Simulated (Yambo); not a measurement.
G0W0@PBEsol for Si (diamond, space group Fd-3m, No. 227) in Yambo. Reference settings: 4×4×4 Γ-centred k mesh, 148 bands and a 14 Ry block in the screening, 148 bands in G with the Bruneval-Gonze terminator, plasmon pole fitted at 27.2 eV. The PBEsol gap Γ → X on this mesh is 0.60 eV; G0W0 gaps are taken between the same points.

The settings were changed. The gap went from 1.34 eV to 1.25 eV, and the shift of the valence edge from -0.78 eV to -0.53 eV.

### Question
What was changed between the two runs?
A) 90 bands in W, 90 bands in G
B) 47 bands in G
C) 47 bands in G, no terminator
D) 11 Ry block

### Answer
C, 47 bands in G, no terminator. The others gave (gap, valence shift): 11 Ry block: 1.32, -0.77 eV; 47 bands in G: 1.34, -0.78 eV; 90 bands in W, 90 bands in G: 1.32, -0.73 eV.

Geometry relaxed with PBEsol; primitive cell a = b = c = 3.8412 Å, α = β = γ = 60.00°.

A shift is the quasiparticle energy of the state minus its PBEsol energy.
